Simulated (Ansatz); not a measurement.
CoGe:
```yaml
crystal:
  lattice:
    - [-1.65396, 1.65396, 4.79140]
    - [1.65396, -1.65396, 4.79140]
    - [1.65396, 1.65396, -4.79140]
  atoms:
    - { symbol: Co, position: [0.99217, 0.99217, 0.00000] }
    - { symbol: Co, position: [0.74217, 0.24217, 0.50000] }
    - { symbol: Ge, position: [0.42383, 0.42383, 0.00000] }
    - { symbol: Ge, position: [0.17383, 0.67383, 0.50000] }
```

Relaxed with PBE. Special points in fractions of this cell's reciprocal vectors: Γ (0.000, 0.000, 0.000); X (0.000, 0.000, 0.500); P (0.250, 0.250, 0.250); N (0.000, 0.500, 0.000); M (0.500, 0.500, -0.500); S (0.280, 0.720, -0.280); S0 (-0.280, 0.280, 0.280); R (-0.060, 0.060, 0.500); G (0.500, 0.500, -0.060).

Question: List the band energies nearest the Fermi level at these points for PBE in the plane-wave PAW code Ansatz.

Answer: In eV from the Fermi level; about four levels below and three above (degenerate sets whole), none deeper than 8.9 eV; points with the same levels are listed once.

```tsv
k	below	above
Γ	-1.72 -1.72 -1.69 -1.55 -1.22	0.21 2.36 2.36
X	-0.92 -0.92 -0.52 -0.52	1.05 1.05 3.15 3.15
P	-0.91 -0.91 -0.54 -0.54	1.13 1.13 2.22 2.22
N	-1.50 -0.98 -0.90 -0.81	0.24 1.38 3.62
M	-0.68 -0.68 -0.14 -0.14	3.03 3.03 5.68 5.68
S	-1.58 -0.99 -0.82 -0.81	0.22 1.30 4.20
R	-0.89 -0.89 -0.46 -0.46	1.27 1.27 3.18 3.18
```

Space group I4_1md. A made-up cell: these elements were put on the sites of a structure type; neither database checked (COD, Materials Project) lists it. Whether it is the stable phase at ambient conditions was not checked. Symmetry was held in the PBE relaxation; its stability against distortions is not shown here. The workflow began spin-polarised and lost its moments. Spin–orbit coupling is left out wherever it is not named.

Potentials: the later of the program's two PAW sets.
